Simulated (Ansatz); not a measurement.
Step by step: Pt, relaxation of cell and atoms

Level of theory: Ansatz 0.2.0, DFT, PBEsol, PAW with Ansatz's default frozen-core files, scalar-relativistic.

Command: `ansatz run input.yaml --threads 1 --pin off --max-ram 2048MiB --backend cpu --events-out ev --progress --plain --runs-dir out` The run took 6 s on 1 thread of Arm Neoverse V1, on a shared host.

```yaml
crystal:
  lattice:
    - [0.0, 1.9609, 1.9609]
    - [1.9609, 0.0, 1.9609]
    - [1.9609, 1.9609, 0.0]
  atoms:
    - { symbol: Pt, position: [0.0, 0.0, 0.0] }
kpoints:
  mp_grid: { grid: [14, 14, 14] }
scf:
  occupations: { method: fermi_dirac, width: 0.05 }
hamiltonian:
  xc: pbesol
  pseudopotentials: { kind: paw }
output:
  forces: true
  stress: true
  efg: { contact_densities: true }
relax:
  f_tol: 0.005
  max_steps: 80
  cell: {}
```

No spin–orbit coupling, which matters for the heavy atoms here.

The cell comes from COD entry 4334349, which wasn't checked; take it as a given geometry.

The cutoff is 420 eV; energies and pressures of the walk include the program's estimate of the Pulay term. The PAW files were made with PBE; their cores are remade for this functional.

Each frame lists the cell vectors (Å), then Cartesian positions (Å); symmetry keeps all forces zero. Free energies count from the first step, -12383.8339 eV.

The walk took 4 evaluations in all; steps that aren't listed are left out.

Step 1: E = 0.0 meV, P = -0.88 GPa

```
cell 0.0000 1.9609 1.9609 1.9609 0.0000 1.9609 1.9609 1.9609 0.0000
Pt    0.0000    0.0000    0.0000
```

Task: How does the relaxation end?

Result: It converges, with a = 3.918 Å, b = 3.918 Å, c = 3.918 Å, α = 90.00°, β = 90.00°, γ = 90.00° (conventional cell, space group Fm-3m). The last solve (on a basis chosen afresh for the final cell, so its energy is not quite comparable) gives E = -0.1 meV, P = -0.01 GPa:
```
cell 0.0000 1.9589 1.9589 1.9589 0.0000 1.9589 1.9589 1.9589 0.0000
Pt    0.0000    0.0000    0.0000
```
